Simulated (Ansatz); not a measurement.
Trial structure of TmSb₂Cl₂, not yet relaxed:

```
Tm Sb Cl
1.0
     4.85365    0.00000    0.00000
     0.00000    4.85365    0.00000
     0.00000    0.00000    6.58384
Tm Sb Cl
1 2 2
Direct
  0.00000 0.00000 0.00000
  0.50000 0.50000 0.24000
  0.50000 0.50000 0.76000
  0.00000 0.50000 0.50000
  0.50000 0.00000 0.50000
```

Method: Ansatz, DFT PBE, scalar-relativistic, plane waves, PAW, and for the lanthanide a 4f-in-core norm-conserving potential. Plane waves to 690 eV, a k mesh through Γ of 4×4×4 on the computed 5-atom cell and Gaussian smearing (0.10 eV); no spin polarisation.

The zero of energy is the elements' standard structures at the same level (Cl₂ as a molecule); no fitted shifts are applied.

Problem. Estimate its pressure, forces and energy as it stands.

Solution. The pressure is -2.8 GPa (the mean over three directions, positive in compression), the largest force is 1.65 eV/Å, and the energy is −0.02 eV/atom against the elements. The shortest distance is 2.97 Å.

Problem. How much does it gain on relaxing, and where does it end?

Solution. Relaxing gains about 0.17 eV/atom (the start's value is from the coarse mesh, so the gain is rough) in 11 ionic steps and ends at −0.20 eV/atom on the finer mesh. The symmetry stays P4/mmm (No. 123). The volume per atom shrinks by 13.4 %, from 31.0 to 26.9 Å³. The shortest distance goes from 2.97 Å (Sb–Cl) to 2.90 Å (Sb–Sb). The ratio c/a of the conventional cell changes by a factor of 1.18. Conventional cell: a = 4.377 Å, c = 7.014 Å. Tm is surrounded by 8 Sb at 3.42 Å; around Sb lie 1 Sb at 2.90 Å, 4 Cl at 3.00 Å and 4 Tm at 3.42 Å; Cl has 4 Sb at 3.00 Å and 4 Cl at 3.10 Å.

The last run used an 8×8×6 mesh (in the run's order of axes) for its 5-atom cell and Gaussian smearing of 0.10 eV. These runs have no spin–orbit coupling, which can matter for Sb. An odd number of valence electrons (the lanthanide is held trivalent, its 4f shell in the core) allows no gap without spin; another valence of the lanthanide, a larger cell or a magnetic state could open one. The cell is a metal run without spin; a magnetic state may lie lower. The relaxation can't lower the symmetry of the start. A structure relaxed within its symmetry needn't be a true minimum. Another cell of TmSb2Cl2 relaxed alike, in P-3m1, lies 0.87 eV/atom lower, so this cell isn't the stable form at this level.

The lanthanide is trivalent by construction, without f bands, f moments or other valences. The reference runs of the other elements, and any phases without the lanthanide, used 420 eV, which shifts energies against them by under 10 meV/atom. The lanthanide's reference is the lowest of its hcp, dhcp and fcc cells.
